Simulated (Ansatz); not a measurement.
Cell and atoms are relaxed with the symmetry kept. Start:

```xyz
2
Lattice="2.7608 0.0000 0.0000 -1.3804 2.3909 0.0000 0.0000 0.0000 4.4582" Properties=species:S:1:pos:R:3 pbc="T T T"
Re    0.0000    1.5939    1.1145
Re    1.3804    0.7970    3.3436
```

The calculation used DFT PBEsol, scalar-relativistic, plane waves, PAW in Ansatz 0.2.0.

Settings: cutoff 420 eV, Γ-centred mesh 18×18×10 on the computed 2-atom cell, Gaussian smearing of 0.10 eV; no spin polarisation.

Task: What does it relax to?

Result: The volume decreases by 0.16 Å³/atom to 14.55 Å³/atom, and the energy falls by 2.1 meV/atom. Final structure:
```yaml
crystal:
  lattice:
    - [2.75037, 0.00000, 0.00000]
    - [-1.37518, 2.38189, 0.00000]
    - [0.00000, 0.00000, 4.44320]
  atoms:
    - { symbol: Re, position: [0.33333, 0.66667, 0.25000] }
    - { symbol: Re, position: [0.66667, 0.33333, 0.75000] }
```

Spin–orbit coupling is left out, which can shift energies with elements as heavy as these.